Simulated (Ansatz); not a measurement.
Relaxed candidate structures of RuS2:

A. P6₃/mmc (No. 194), hP6; a = 3.6160 Å, b = 3.6160 Å, c = 8.5028 Å, α = 90.00°, β = 90.00°, γ = 120.00°; S 4f (0.667, 0.333, 0.122); Ru 2a (0.000, 0.000, 0.000)

B. R-3m, hexagonal axes (No. 166), hR3; a = b = 3.250 Å, c = 15.672 Å, α = β = 90.00°, γ = 120.00°; Ru 3a (0.000, 0.000, 0.000); S 6c (0.000, 0.000, 0.244)

C. P6₃mc (No. 186), hP6; a = 3.3121 Å, b = 3.3121 Å, c = 10.0039 Å, α = 90.00°, β = 90.00°, γ = 120.00°; S 2b (0.667, 0.333, 0.000); Ru 2b (0.667, 0.333, 0.365); S 2a (0.000, 0.000, 0.230)

**Question.** Put the candidates in order of energy per atom, lowest first, for PBEsol-D3(BJ) (plane waves to 420 eV, PAW, scalar-relativistic; Ansatz, a first-principles code).

**Answer.** A (reference, the lowest among the structures calculated here), C (+0.17 eV/atom), B (+0.20 eV/atom)

**Question.** Which candidates are metallic at this level, and what gaps do the others have?

**Answer.** No gap: B, C. A: 0.96 eV (no spin-orbit coupling).

Each run could gain symmetry but not lose that of its start, so entries can be saddle points. All of these are generated cells (placed on structure types, drawn at random, substituted or restacked) that were not matched to a known phase here. The real structure of this composition may not be among these. Static energies at zero pressure. No spin polarisation in the result. A magnetic state may lie lower.
